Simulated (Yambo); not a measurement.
Absorption of Rb₂RhAgF₆ (space group Fm-3m, No. 225) with and without the electron-hole interaction (Yambo, PBEsol bands; 4×4×4 mesh, 23 valence and 6 conduction bands, static screening with 112 bands and a 3 Ry block, scissor 2.37 eV, Tamm-Dancoff; field along x).

```tsv
E (eV)	Im ε, BSE	Im ε, independent quasiparticles
0.05	0.02	0.01
0.15	0.02	0.01
0.25	0.02	0.01
0.35	0.02	0.01
0.45	0.02	0.02
0.55	0.02	0.02
0.65	0.03	0.02
0.75	0.03	0.02
0.85	0.03	0.02
0.95	0.03	0.02
1.06	0.03	0.02
1.16	0.03	0.02
1.26	0.04	0.02
1.36	0.04	0.02
1.46	0.04	0.02
1.56	0.04	0.02
1.66	0.05	0.03
1.76	0.05	0.03
1.86	0.06	0.03
1.96	0.06	0.03
2.06	0.07	0.03
2.16	0.07	0.03
2.26	0.08	0.04
2.36	0.09	0.04
2.46	0.10	0.04
2.56	0.11	0.04
2.66	0.12	0.05
2.76	0.14	0.05
2.86	0.16	0.05
2.96	0.20	0.06
3.07	0.24	0.06
3.17	0.31	0.07
3.27	0.38	0.08
3.37	0.44	0.09
3.47	0.53	0.10
3.57	0.70	0.11
3.67	0.98	0.13
3.77	1.44	0.16
3.87	2.28	0.19
3.97	4.07	0.21
4.07	7.65	0.25
4.17	9.92	0.30
4.27	6.46	0.37
4.37	3.64	0.47
4.47	2.43	0.62
4.57	1.79	0.86
4.67	1.26	1.29
4.77	0.94	2.19
4.87	0.83	3.72
4.97	0.81	4.95
5.08	0.72	6.06
5.18	0.63	5.50
5.28	0.55	3.45
5.38	0.48	2.51
5.48	0.45	2.60
5.58	0.39	2.99
5.68	0.37	3.06
5.78	0.38	2.29
5.88	0.45	1.36
5.98	0.56	0.86
6.08	0.78	0.61
6.18	0.94	0.47
6.28	0.79	0.39
6.38	0.70	0.36
6.48	0.65	0.35
6.58	0.65	0.39
6.68	0.74	0.49
6.78	0.88	0.53
6.88	1.01	0.52
6.98	1.22	0.48
```

The scissor comes from a G0W0 run whose convergence isn't established. Broadening 0.15 eV. The band window holds all transitions up to 9.1 eV. Fine structure above the onset can come from the mesh.

Spin-orbit splittings are left out.

Geometry of the Materials Project entry, not relaxed at this level; primitive cell a = 6.2540 Å, b = 6.2540 Å, c = 6.2540 Å, α = 60.00°, β = 60.00°, γ = 60.00°.

The structure is a Materials Project entry; no match was found in the copy of COD used, and its stability was not checked.
